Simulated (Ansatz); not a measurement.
Ga2S3:
```yaml
crystal:
  lattice:
    - [5.56096, 3.19629, 0.00000]
    - [-5.56096, 3.19629, 0.00000]
    - [-3.60972, 0.00000, 6.00209]
  atoms:
    - { symbol: Ga, position: [0.86413, 0.26958, 0.38063] }
    - { symbol: Ga, position: [0.73042, 0.13587, 0.88063] }
    - { symbol: Ga, position: [0.55319, 0.64033, 0.37164] }
    - { symbol: Ga, position: [0.35967, 0.44681, 0.87164] }
    - { symbol: S, position: [0.56305, 0.24436, 0.49491] }
    - { symbol: S, position: [0.75564, 0.43695, 0.99491] }
    - { symbol: S, position: [0.23899, 0.59390, 0.48687] }
    - { symbol: S, position: [0.40610, 0.76101, 0.98687] }
    - { symbol: S, position: [0.08986, 0.08304, 0.01693] }
    - { symbol: S, position: [0.91696, 0.91014, 0.51693] }
```

PBEsol (plane waves, PAW; program Ansatz) gives a gap of 1.76 eV without spin–orbit coupling, maximum on the Γ–C line, 11 % of the way from Γ, minimum at Γ.

What happens when spin–orbit coupling is switched on?

The gap stays essentially unchanged, to 1.76 eV; maximum on the Γ–C line, 11 % of the way from Γ, minimum at Γ.

Space group Cc. The workflow started from a Materials Project entry (that database holds measured and hypothetical structures alike); the Crystallography Open Database files this formula in space group No. 9, but the cells were not matched. Whether it is the stable phase at ambient conditions was not checked. The cell was relaxed with PBEsol under the symmetry of its start; whether a distortion lowers the energy is not shown.

Potentials: the later of the program's two PAW sets.
